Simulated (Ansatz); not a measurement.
Two inputs for Cs3Tl2Cl9

Cell: a Materials Project structure (computed, not necessarily an observed phase).

```cif
data_Cs3Tl2Cl9
_symmetry_space_group_name_H-M 'R-3c:H'
_symmetry_Int_Tables_number 167
_cell_length_a 12.9335
_cell_length_b 12.9335
_cell_length_c 18.5381
_cell_angle_alpha 90.000
_cell_angle_beta 90.000
_cell_angle_gamma 120.000
loop_
_atom_site_label
_atom_site_type_symbol
_atom_site_symmetry_multiplicity
_atom_site_Wyckoff_symbol
_atom_site_fract_x
_atom_site_fract_y
_atom_site_fract_z
Cs Cs 18 e 0.6712 0.6667 0.4167
Tl Tl 12 c 0.0000 0.0000 0.6492
Cl11 Cl 18 e 0.8439 0.0000 0.7500
Cl17 Cl 36 f 0.8270 0.8250 0.5890
```

One atom of each set is listed; the run and its k-mesh use a cell of 28 atoms with edges of 9.69, 9.69, 9.69 Å.

Reference run. The numbers come from a DFT calculation in Ansatz (PBE, plane waves and PAW, scalar-relativistic, 420 eV cutoff, Γ-centred 3×3×3 k-points, Fermi–Dirac smearing 0.02 eV).

Problem. The input is changed as follows: `scf.lower_state_search`: not typed → off; `kpoints.mp_grid.shift`: not typed → [0.5, 0.5, 0.5]; `scf.mixing.preconditioner`: not typed → kerker_dos. What happens to V_zz (10²¹ V/m²) and η?

Solution. 

```csv
site,V_zz reference,η reference,V_zz changed,η changed
Cs,1.23,0.66,1.23,0.66
Tl,11.39,0.00,11.39,0.00
Cl11,-10.12,0.15,-10.13,0.15
Cl17,18.22,0.08,18.22,0.08
```

No V_zz moves by more than 0.01. SCF iterations: 6 and 7.

On the reference run: Spin–orbit coupling is left out, which shifts gradients on Tl by a few per cent, and by more where contributions nearly cancel.
